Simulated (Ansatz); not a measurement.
**Does relaxation matter for the field gradients of SiC with indium replacing C?**

Start: a supercell of SiC (zinc blende type, F-43m) built from a COD entry, with all atoms left at the host's positions.

```cif
data_InSi27C26
_symmetry_space_group_name_H-M 'F-43m'
_symmetry_Int_Tables_number 216
_cell_length_a 13.0740
_cell_length_b 13.0740
_cell_length_c 13.0740
_cell_angle_alpha 90.000
_cell_angle_beta 90.000
_cell_angle_gamma 90.000
loop_
_atom_site_label
_atom_site_type_symbol
_atom_site_symmetry_multiplicity
_atom_site_Wyckoff_symbol
_atom_site_fract_x
_atom_site_fract_y
_atom_site_fract_z
Si1 Si 16 e 0.4167 0.0833 0.4167
Si3 Si 24 g 0.7500 0.0833 0.7500
Si5 Si 48 h 0.7500 0.9167 0.5833
Si14 Si 4 d 0.7500 0.7500 0.7500
Si18 Si 16 e 0.0833 0.5833 0.9167
In In 4 a 0.5000 0.0000 0.5000
C29 C 48 h 0.6667 0.0000 0.6667
C32 C 16 e 0.8333 0.8333 0.6667
C36 C 16 e 0.1667 0.6667 0.8333
C42 C 24 f 0.0000 0.6667 0.0000
```

One atom of each set is listed; the run and its k-mesh use a cell of 54 atoms with edges of 9.24, 9.24, 9.24 Å.

Computed with Ansatz: DFT, PBE, plane waves and PAW, scalar-relativistic, 420 eV cutoff, Γ-centred 3×3×3 k-points, Fermi–Dirac smearing 0.01 eV, cell charge -1.

The largest force at the start is 16 eV/Å. Relaxing the ions at fixed cell moves them by 0.392 Å at most (atom 4, Si) and 0.112 Å rms.

```tsv
site	moved (Å)	first shell before	first shell after	V_zz before (10²¹ V/m²)	η before
Si1	0.392	1 In at 1.89 Å, 3 C at 1.89 Å	3 C at 1.86 Å, 1 In at 2.28 Å	-6.29	0.00
Si3	0.002	4 C at 1.89 Å	4 C at 1.84–1.89 Å	0.45	0.59
Si5	0.003	4 C at 1.89 Å	4 C at 1.88–1.89 Å	0.26	0.44
Si18	0.002	4 C at 1.89 Å	4 C at 1.88–1.89 Å	-0.10	0.00
In	0.000	4 Si at 1.89 Å	4 Si at 2.28 Å	0.00	–
C29	0.073	4 Si at 1.89 Å	4 Si at 1.84–1.88 Å	-0.49	0.38
C32	0.000	4 Si at 1.89 Å	4 Si at 1.88–1.89 Å	0.077	0.00
C36	0.004	4 Si at 1.89 Å	4 Si at 1.88–1.89 Å	0.081	0.00
C42	0.001	4 Si at 1.89 Å	4 Si at 1.89 Å	0.019	0.47
```

Question: What are V_zz and η after the relaxation?

Answer: 

```json
{"site": "Si1", "V_zz after": "-2.80", "η after": "0.00", "change of V_zz": "+3.49"}
{"site": "Si3", "V_zz after": "-1.38", "η after": "0.36", "change of V_zz": "–"}
{"site": "Si5", "V_zz after": "0.20", "η after": "0.40", "change of V_zz": "–"}
{"site": "Si18", "V_zz after": "-0.18", "η after": "0.00", "change of V_zz": "-0.08"}
{"site": "In", "V_zz after": "0.00", "η after": "–", "change of V_zz": "0.00"}
{"site": "C29", "V_zz after": "-1.02", "η after": "0.71", "change of V_zz": "-0.53"}
{"site": "C32", "V_zz after": "0.086", "η after": "0.00", "change of V_zz": "+0.01"}
{"site": "C36", "V_zz after": "-0.078", "η after": "0.00", "change of V_zz": "-0.16"}
{"site": "C42", "V_zz after": "0.065", "η after": "0.11", "change of V_zz": "–"}
```

The largest change of V_zz along a kept axis is on Si1, from -6.29 to -2.80. Small gradients that grow severalfold: Si3 (0.45 to -1.38). In per cent, |V_zz| changes by -55 on Si (all sites that start above 2). On C29 V_xx and V_yy change places (or their axes turn by over 50°), so the two values of η hide a larger change. V_zz changes sign on C36 (same axis). On Si3, Si5, C42 the largest principal value lies along another axis in the second run, so the two V_zz can't be compared directly. Other sites without a gradient aren't listed. The electronic state changes along with the positions (the gap closes), so the changes aren't those of geometry alone.

The defect repeats with the cell of 54 atoms, so it feels its images: sites between two images don't show the values beside a lone defect, and zeros or small values of η there can come from the images' arrangement. A uniform background compensates the cell's charge. Without spin–orbit coupling (the program notes it for In) the gradients can shift somewhat, as the gap is small.
Before: With a gap of 0.4 eV on this mesh, small gradients can still move by 0.1 × 10²¹ V/m² or more as the k-mesh gets denser. The cell keeps the host's lattice, where the PBE pressure is 17 GPa (in a charged cell this depends on the convention for the mean potential). The neighbours have not yet relaxed around the defect (largest force 16 eV/Å), so the values at and beside it are those of a strained start, not of the defect in a real crystal.
After: The run isn't spin-polarised, and a state with spin may lie lower. The relaxation keeps the site symmetry -43m of the start, so the impurity can't leave its site; a distortion that would localise the partly filled state isn't explored. The defect cell has no gap above 0.1 eV on its mesh, so the values can hang on the smearing and the k-mesh. The cell keeps the host's lattice, where the PBE pressure is 10 GPa (in a charged cell this depends on the convention for the mean potential).
